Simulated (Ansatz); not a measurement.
Relaxed-ion elastic tensor of HfB (rock salt, Fm-3m) in GPa (Voigt order), DFT-r²SCAN in the program Ansatz with PAW potentials; density 11.20 g/cm³, 14.04 Å³ per atom.

```
 398  63.1  63.1   0.0   0.0   0.0
63.1   398  63.1   0.0   0.0   0.0
63.1  63.1   398   0.0   0.0   0.0
 0.0   0.0   0.0  60.3   0.0   0.0
 0.0   0.0   0.0   0.0  60.3   0.0
 0.0   0.0   0.0   0.0   0.0  60.3
```

Is the crystal mechanically stable?

Yes: the smallest eigenvalue of C is 60.3 GPa.

Work out the Voigt, Reuss and Hill averages.

K_V = 175, K_R = 175, K_H = 175; G_V = 103, G_R = 81.0, G_H = 92.0 GPa.

Give Young's modulus, Poisson's ratio, Pugh's ratio and the universal anisotropy index.

E = 9KG/(3K + G) = 235 GPa; ν = 0.28; K/G = 1.90 (ductile by the Pugh limit of 1.75); A_U = 5G_V/G_R + K_V/K_R − 6 = 1.36.

Estimate the sound speeds and the Debye temperature.

v_l = √((K + 4G/3)/ρ) = 5150 m/s, v_t = √(G/ρ) = 2870 m/s, mean 3190 m/s; Θ = (h/k)(3n/4πV)^(1/3) v_m = 394 K.

Give the Zener ratio and Young's modulus along [100], [110] and [111].

A = 2C44/(C11 − C12) = 0.36; 1/E = S11 − 2(S11 − S12 − S44/2)Γ with Γ = 0, 1/4, 1/3 gives 380, 189, 162 GPa.

The workflow started from an entry of the Crystallography Open Database (COD). Whether it is the stable phase at ambient conditions was not checked. The cell was relaxed with r²SCAN under the symmetry of its start; of distortions, only those at the zone centre were tested. The run is not spin-polarised. As this level gives no gap, shear constants depend on the k-mesh and smearing (Fermi–Dirac, 0.1 eV here). Scalar-relativistic: spin–orbit coupling is off unless named, which matters more the heavier the elements.

Potentials: the later of the program's two PAW sets.
